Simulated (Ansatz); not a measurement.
SrAlO2F in space group P4/mmm (No. 123; Sr on 1d, Al on 1a, O on 2f, F on 1b) under volume change, PBEsol in the plane-wave PAW code Ansatz, shape and atoms relaxed at each volume.

| V (Å³/atom) | E − E(relaxed) (meV/atom) | P (GPa) |
|---|---|---|
| 9.892 | 50.5 | 17.99 |
| 10.218 | 21.2 | 11.01 |
| 10.544 | 5.0 | 5.06 |
| 10.871 | 0.0 | 0.00 |
| 11.197 | 4.5 | -4.31 |
| 11.523 | 17.1 | -7.99 |
| 11.849 | 36.6 | -11.11 |

What does a third-order Birch–Murnaghan fit give for V₀, B₀ and B′?

V₀ = 10.87 Å³/atom, B₀ = 155 GPa, B′ = 4.3.

The start of the workflow was typed in or built on a structure type; neither database checked (COD, Materials Project) lists it. Its standing as an ambient phase is unchecked. Symmetry was held in the PBEsol relaxation; its stability against distortions is not shown here.

Potentials: the earlier of the program's two PAW sets. The files were generated under PBE; for other functionals the program regenerates the frozen cores, and for LDA and PBEsol the local potential too.
